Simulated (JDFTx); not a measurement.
System: Mo3Si(100) (Pm-3n bulk; lattice of mp-1275, not re-optimised at this level), 1x1 cell of 13 atoms in 7 planes (Mo outermost, slab composition Mo10Si3), area 23.91 Å² a face, 7.1 Å between the outermost planes in a cell 23.3 Å high; k mesh 4×4×1, Fermi width 0.01 Ha, no spin polarisation. Whether this polymorph is the ambient one wasn't checked.

All numbers are PBE, GBRV ultrasoft potentials, plane waves to 20/100 Ha results from a modified build of JDFTx, not measurements. Liquid: linear PCM (GLSSA13), water, 1 M NaCl. The neutral cell holds 152 valence electrons and has two faces of 23.909 Å² each. Last filling lines of the neutral and of a charged run (μ in hartree, zero in the bulk liquid):

```
FillingsUpdate:  mu: -0.124852943  nElectrons: 152.000000
FillingsUpdate:  mu: -0.098856000  nElectrons: 152.470513
```

Working it through: both potentials, by the convention U = −μ/e − 4.44 V vs SHE, the surface charge density and the mean capacitance.

U_pzc = 0.12485 × 27.2114 − 4.44 = -1.04 V; U = 0.09886 × 27.2114 − 4.44 = -1.75 V. The cell has 0.4705 excess electrons, a net charge of -0.4705 e, shared by two faces: σ = -0.4705 e / (2 × 23.909 Å²) = -0.00984 e/Å² = -15.8 μC/cm² (1 e/Å² = 1602.18 μC/cm²). C = σ/(U − U_pzc) = -15.8/-0.71 ≈ 22 μF/cm².
